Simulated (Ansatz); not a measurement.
As:
```cif
data_As2
_chemical_formula_sum 'As2'
_space_group_name_H-M_alt 'P 1'
_space_group_IT_number 1
_cell_length_a 4.28266
_cell_length_b 4.28266
_cell_length_c 4.28266
_cell_angle_alpha 60.000
_cell_angle_beta 60.000
_cell_angle_gamma 60.000
loop_
_space_group_symop_operation_xyz
  'x, y, z'
loop_
_atom_site_label
_atom_site_type_symbol
_atom_site_fract_x
_atom_site_fract_y
_atom_site_fract_z
_atom_site_occupancy
As1 As 0.00000 0.00000 0.00000 1
As2 As 0.25000 0.25000 0.25000 1
```

Relaxed with r²SCAN.

Question: Which orbitals make up the states near the Fermi level in plane-wave PAW r²SCAN (Ansatz code)?

Answer: Within 0.5 eV of the Fermi level: As 4p 78 %, As 4s 18 %. Projections are on Löwdin-orthogonalised atomic valence shells; empty p or d shells of many metals are not among them.

Question: Tabulate the density of states.

Answer: States/eV per cell of 2 atoms, in 0.25 eV bins, energy from the Fermi level.

```
E (eV)  total  As 4p  As 4s
------  -----  -----  -----
-7.85    0.16   0.03   0.12
-7.60    0.13   0.03   0.10
-7.35    0.11   0.02   0.09
-7.10    0.08   0.01   0.07
-6.85    0.06   0.01   0.06
-6.60    0.05   0.01   0.04
-6.35    0.03   0.00   0.03
-6.10    0.01   0.00   0.01
-5.85    0.00   0.00   0.00
-5.60    0.00   0.00   0.00
-5.35    0.01   0.01   0.00
-5.10    1.69   1.66   0.01
-4.85    1.66   1.62   0.03
-4.60    1.71   1.67   0.03
-4.35    2.16   2.11   0.03
-4.10    2.02   1.98   0.03
-3.85    1.89   1.86   0.02
-3.60    1.77   1.74   0.02
-3.35    1.47   1.45   0.01
-3.10    0.83   0.82   0.01
-2.85    0.50   0.49   0.00
-2.60    0.28   0.27   0.01
-2.35    0.17   0.14   0.03
-2.10    0.33   0.26   0.06
-1.85    0.43   0.35   0.08
-1.60    0.53   0.42   0.11
-1.35    0.60   0.47   0.13
-1.10    0.72   0.56   0.15
-0.85    0.85   0.66   0.18
-0.60    1.78   1.37   0.35
-0.35    1.48   1.14   0.29
-0.10    1.10   0.85   0.20
0.15     0.79   0.63   0.13
0.40     0.77   0.63   0.11
0.65     0.82   0.69   0.09
0.90     0.86   0.74   0.08
1.15     1.01   0.88   0.08
1.40     1.22   1.07   0.09
1.65     1.74   1.51   0.11
1.90     1.89   1.67   0.09
2.15     1.16   1.03   0.05
2.40     0.98   0.89   0.02
2.65     0.96   0.87   0.01
2.90     1.29   1.13   0.02
3.15     2.00   1.61   0.03
3.40     1.77   1.40   0.05
3.65     2.03   1.62   0.06
3.90     1.70   1.37   0.07
4.15     1.08   0.89   0.04
4.40     0.79   0.67   0.03
4.65     0.57   0.49   0.02
```

Space group Fd-3m (diamond). The start of the workflow was typed in or built on a structure type; neither database checked (COD, Materials Project) lists it. It is not the phase usual at ambient conditions (space group No. 166). The cell was relaxed with r²SCAN under the symmetry of its start. At this level the phase is mechanically unstable. Scalar-relativistic: spin–orbit coupling is off unless named, which matters more the heavier the elements.

Potentials: the later of the program's two PAW sets.
